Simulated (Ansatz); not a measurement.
Trial structures of Sr₄Er: starts and ends

Computed with DFT PBE, scalar-relativistic, plane waves, PAW, and for the lanthanide a 4f-in-core norm-conserving potential (Ansatz). All cells share a 770 eV cutoff and Γ-centred k meshes spaced at most about 0.3 Å⁻¹ (about 0.25 or finer for metals, 2π included). No spin polarisation in the final relaxations.

Each guess was relaxed in cell and atoms at zero pressure, within the symmetry of its start. Temperature and zero-point effects are left out. Coordination counts all near atoms (those within 1.25 times the shortest distance at each site; a plus sign parts nearer from farther groups; a slash parts the counts of unlike sites).

| guess | made from | start group | V start (Å³/atom) | end group | V end (Å³/atom) | coordination at the end | gap on mesh (eV) | E over the lowest end (meV/atom) |
| --- | --- | --- | --- | --- | --- | --- | --- | --- |
| 1 | random cell | Pm-3m | 18.7 | Pm-3m | 52.4 | Sr 2/6, Er 12+8 | 0 | 366 |
| 2 | random cell | P6/mmm | 33.4 | P6/mmm | 72.0 | Sr 6/2+6, Er 2 | 0 | 338 |
| 3 | random cell | R-3m | 28.1 | R-3m | 56.7 | Sr 2/12+6, Er 6 | 0 | 0 |
| 4 | SnI4 type | P-43m | 31.9 | ? | ? | ? | ? | ? |

Guess 4 as it starts:

```xyz
5
Lattice="5.4215 0.0000 0.0000 0.0000 5.4215 0.0000 0.0000 0.0000 5.4215" Properties=species:S:1:pos:R:3 pbc="T T T"
Sr    1.3554    1.3554    1.3554
Sr    4.0661    4.0661    1.3554
Sr    1.3554    4.0661    4.0661
Sr    4.0661    1.3554    4.0661
Er    0.0000    0.0000    0.0000
```

Question: Fill in the missing row: what does this guess relax into, and where does it rank?

Answer: It ends in space group P-43m (No. 215), with a = 6.568 Å, 56.7 Å³/atom and no gap. It lies 145 meV/atom over the lowest end, above guess 3 and below guess 2. Counting all near atoms, this end has Sr 1+3, Er 4 and the lowest (guess 3) has Sr 2/12+6, Er 6.

```cif
data_structure
_symmetry_space_group_name_H-M 'P-43m'
_symmetry_Int_Tables_number 215
_cell_length_a 6.5678
_cell_length_b 6.5678
_cell_length_c 6.5678
_cell_angle_alpha 90.000
_cell_angle_beta 90.000
_cell_angle_gamma 90.000
_cell_volume 283.31
loop_
_atom_site_label
_atom_site_type_symbol
_atom_site_symmetry_multiplicity
_atom_site_Wyckoff_symbol
_atom_site_fract_x
_atom_site_fract_y
_atom_site_fract_z
_atom_site_occupancy
Sr1 Sr 4 e 0.29008 0.29008 0.29008 1
Er1 Er 1 a 0.00000 0.00000 0.00000 1
```

The zero of energy is the elements' standard structures at the same level; no fitted shifts are applied.

Question: Is the lowest end bound against the elements?

Answer: No: its formation energy is +0.60 eV/atom. A positive value: parting into the elements would lower its energy.

Cells relaxed within their symmetry can be saddle points. A lower structure may well exist outside this small set. Some types were kept out of the candidates beforehand, so the set may lack a known form.

The lanthanide is trivalent by construction, without f bands, f moments or other valences. The reference runs of the other elements, and any phases without the lanthanide, used 420 eV, which shifts energies against them by under 10 meV/atom. The lanthanide's reference is the lowest of its hcp, dhcp and fcc cells.
